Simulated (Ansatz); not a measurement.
## From the elastic tensor of La3YO2 to moduli and sound speeds

Method: DFT PBE, scalar-relativistic, plane waves, PAW (Ansatz). Settings: 420 eV plane-wave cutoff, Γ-centred 6×6×6 mesh, Gaussian smearing of 0.10 eV. No spin polarisation.

Space group R-3m (No. 166), trigonal, a = 7.821 Å, c = 9.315 Å. Around La lie 2 O at 2.42 Å, 4 Y at 3.84–3.91 Å and 8 La at 3.84–3.91 Å; Y is surrounded by 2 O at 2.23 Å and 12 La at 3.84–3.91 Å; O is surrounded by 1 Y at 2.23 Å and 3 La at 2.42 Å.

The structure comes from a generated guess, relaxed at this level; another structure or a mixture of phases may lie lower. In a metal, frequencies and elastic constants depend on the k mesh and the smearing, soft modes and shear constants most.

Relaxed-ion constants (GPa, on the Cartesian axes of the calculation):
C11 = 97.5, C12 = 45.5, C13 = 39.5, C14 = -5.7, C22 = 97.5, C23 = 39.5, C24 = 5.7, C33 = 107.5, C44 = 25.9, C55 = 25.9, C56 = -5.7, C66 = 26.0 GPa; the others vanish.

Density 5.427 g/cm³; 6 atoms in 164.49 Å³.

With S = C⁻¹: B_V = (C11+C22+C33+2(C12+C13+C23))/9, G_V = (C11+C22+C33−C12−C13−C23+3(C44+C55+C66))/15, 1/B_R = S11+S22+S33+2(S12+S13+S23), 15/G_R = 4(S11+S22+S33−S12−S13−S23)+3(S44+S55+S66); Hill is their mean. Then v_l = √((B+4G/3)/ρ), v_t = √(G/ρ), v_m = [(2/v_t³+1/v_l³)/3]^(−1/3) and Θ = (ħ/k_B)·v_m·(6π²n/V)^(1/3) for n atoms in the volume V; E = 9BG/(3B+G), ν = (3B−2G)/(2(3B+G)) and A^U = 5G_V/G_R + B_V/B_R − 6.

* Bulk modulus, Voigt / Reuss / Hill: 61.3 / 61.3 / 61.3 GPa
* Shear modulus, Voigt / Reuss / Hill: 27.4 / 26.1 / 26.8 GPa
* Young's modulus: 70 GPa
* Poisson ratio: 0.309
* Pugh ratio B/G: 2.29 (over 1.75, the rule of thumb for ductile)
* Universal anisotropy index: 0.26
* Longitudinal and transverse sound speeds: 4226 and 2220 m/s
* Debye temperature from the mean sound speed: 245 K
